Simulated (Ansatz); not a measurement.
This is a relaxation of cell and atoms with the plane-wave code Ansatz on an ordered 8-atom cell of Ga4AsN3 on the zincblende lattice (Pmm2); the level of theory is r2SCAN. It starts from the PBE minimum.

```yaml
crystal:
  lattice:
    - [3.3953118232, 0.0, 0.0]
    - [0.0, 6.9403280201, 0.0]
    - [0.0, 0.0, 4.8037217381]
  atoms:
    - { symbol: "N", position: [0.0, 0.2258543577, 0.0025739439] }
    - { symbol: Ga, position: [0.5, 0.2136831122, 0.7757234946] }
    - { symbol: "N", position: [0.5, 0.0, 0.504615126] }
    - { symbol: Ga, position: [0.0, 0.0, 0.272094823] }
    - { symbol: "N", position: [0.0, 0.7741456423, 0.0025739439] }
    - { symbol: Ga, position: [0.5, 0.7863168878, 0.7757234946] }
    - { symbol: As, position: [0.5, 0.5, 0.5038624161] }
    - { symbol: Ga, position: [0.0, 0.5, 0.162832758] }
kpoints:
  mp_grid: { grid: [8, 4, 6] }
hamiltonian:
  xc: r2scan
scf:
  occupations: { method: fermi_dirac, width: 0.02 }
relax:
  f_tol: 0.005
  cell: {}
```

The trajectory has 6 recorded frames, each with fractional positions and then forces in eV/Å along x, y and z. The last, and any step after a large change of cell, is solved on a basis re-selected at its cell; pressure is positive in compression.

Step 1: energy 0.0 meV/atom from step 1, largest force component 0.199 eV/Å, pressure -4.85 GPa; a = 3.395 Å, b = 6.940 Å, c = 4.804 Å, α = 90.00°, β = 90.00°, γ = 90.00°
```
N  0.0000 0.2259 0.0026     0.000   0.005  -0.028
Ga 0.5000 0.2137 0.7757     0.000  -0.008  -0.035
N  0.5000 0.0000 0.5046     0.000   0.000   0.097
Ga 0.0000 0.0000 0.2721     0.000   0.000  -0.043
N  0.0000 0.7741 0.0026     0.000  -0.005  -0.028
Ga 0.5000 0.7863 0.7757     0.000   0.008  -0.035
As 0.5000 0.5000 0.5039     0.000   0.000  -0.126
Ga 0.0000 0.5000 0.1628     0.000   0.000   0.199
```

Step 2: energy -7.4 meV/atom from step 1, largest force component 0.080 eV/Å, pressure -1.46 GPa; a = 3.374 Å, b = 6.877 Å, c = 4.757 Å, α = 90.00°, β = 90.00°, γ = 90.00°
```
N  0.0000 0.2261 0.0024     0.000  -0.004  -0.003
Ga 0.5000 0.2143 0.7755     0.000  -0.035  -0.001
N  0.5000 0.0000 0.5041     0.000   0.000   0.054
Ga 0.0000 0.0000 0.2722     0.000   0.000  -0.029
N  0.0000 0.7739 0.0024     0.000   0.004  -0.003
Ga 0.5000 0.7857 0.7755     0.000   0.035  -0.001
As 0.5000 0.5000 0.5034     0.000   0.000  -0.080
Ga 0.0000 0.5000 0.1644     0.000   0.000   0.062
```

**Question.** How does the relaxation go on, and where does it end?

**Answer.**
Step 3: energy -8.2 meV/atom from step 1, largest force component 0.023 eV/Å, pressure +0.12 GPa; a = 3.371 Å, b = 6.849 Å, c = 4.729 Å, α = 90.00°, β = 90.00°, γ = 90.00°
```
N  0.0000 0.2260 0.0023     0.000  -0.008   0.000
Ga 0.5000 0.2143 0.7760     0.000   0.006  -0.018
N  0.5000 0.0000 0.5041     0.000   0.000   0.017
Ga 0.0000 0.0000 0.2725     0.000   0.000  -0.010
N  0.0000 0.7740 0.0023     0.000   0.008   0.000
Ga 0.5000 0.7857 0.7760     0.000  -0.006  -0.018
As 0.5000 0.5000 0.5022     0.000   0.000   0.005
Ga 0.0000 0.5000 0.1646     0.000   0.000   0.023
```

Step 4: energy -8.2 meV/atom from step 1, largest force component 0.010 eV/Å, pressure +0.02 GPa; a = 3.371 Å, b = 6.853 Å, c = 4.729 Å, α = 90.00°, β = 90.00°, γ = 90.00°
```
N  0.0000 0.2261 0.0023     0.000  -0.008   0.002
Ga 0.5000 0.2143 0.7757     0.000  -0.004  -0.002
N  0.5000 0.0000 0.5041     0.000   0.000   0.010
Ga 0.0000 0.0000 0.2723     0.000   0.000  -0.008
N  0.0000 0.7739 0.0023     0.000   0.008   0.002
Ga 0.5000 0.7857 0.7757     0.000   0.004  -0.002
As 0.5000 0.5000 0.5025     0.000   0.000  -0.007
Ga 0.0000 0.5000 0.1650     0.000   0.000   0.006
```

Step 5: energy -8.2 meV/atom from step 1, largest force component 0.004 eV/Å, pressure -0.01 GPa; a = 3.372 Å, b = 6.853 Å, c = 4.729 Å, α = 90.00°, β = 90.00°, γ = 90.00°
```
N  0.0000 0.2260 0.0022     0.000  -0.001   0.001
Ga 0.5000 0.2143 0.7758     0.000  -0.001  -0.001
N  0.5000 0.0000 0.5042     0.000   0.000   0.003
Ga 0.0000 0.0000 0.2723     0.000   0.000  -0.004
N  0.0000 0.7740 0.0022     0.000   0.001   0.001
Ga 0.5000 0.7857 0.7758     0.000   0.001  -0.001
As 0.5000 0.5000 0.5024     0.000   0.000  -0.002
Ga 0.0000 0.5000 0.1651     0.000   0.000   0.002
```

Step 6: energy -8.0 meV/atom from step 1, largest force component 0.004 eV/Å, pressure -0.02 GPa; a = 3.372 Å, b = 6.853 Å, c = 4.729 Å, α = 90.00°, β = 90.00°, γ = 90.00°
```
N  0.0000 0.2260 0.0022     0.000  -0.001   0.001
Ga 0.5000 0.2143 0.7758     0.000  -0.001  -0.001
N  0.5000 0.0000 0.5042     0.000   0.000   0.003
Ga 0.0000 0.0000 0.2723     0.000   0.000  -0.004
N  0.0000 0.7740 0.0022     0.000   0.001   0.001
Ga 0.5000 0.7857 0.7758     0.000   0.001  -0.001
As 0.5000 0.5000 0.5024     0.000   0.000  -0.002
Ga 0.0000 0.5000 0.1651     0.000   0.000   0.002
```

In 5 steps the volume changed by -3.5 %; between the first SCF and the last, each on a basis chosen for its cell, the energy fell by 8.0 meV an atom. Final cell: it is orthorhombic, Pmm2 (No. 25); conventional cell a = 3.372 Å, b = 6.853 Å, c = 4.729 Å, 13.66 Å³ an atom. N is surrounded by 4 Ga at 2.00–2.03 Å; Ga is surrounded by 3 N at 1.95–2.00 Å and 1 As at 2.35 Å; N is surrounded by 4 Ga at 1.95–2.01 Å; Ga is surrounded by 4 N at 2.01 Å; As is surrounded by 4 Ga at 2.32–2.35 Å; Ga is surrounded by 2 N at 2.03 Å and 2 As at 2.32 Å.

Command: `ansatz run input.yaml --threads 4 --pin off --max-ram 6451MiB --backend cpu --events-out ev --progress --plain --runs-dir out`. It took 2.1 min on 4 threads of Arm Neoverse V1, on a shared host; peak host memory 0.81 GiB.

All values are calculated for a non-magnetic cell, which may be hypothetical.
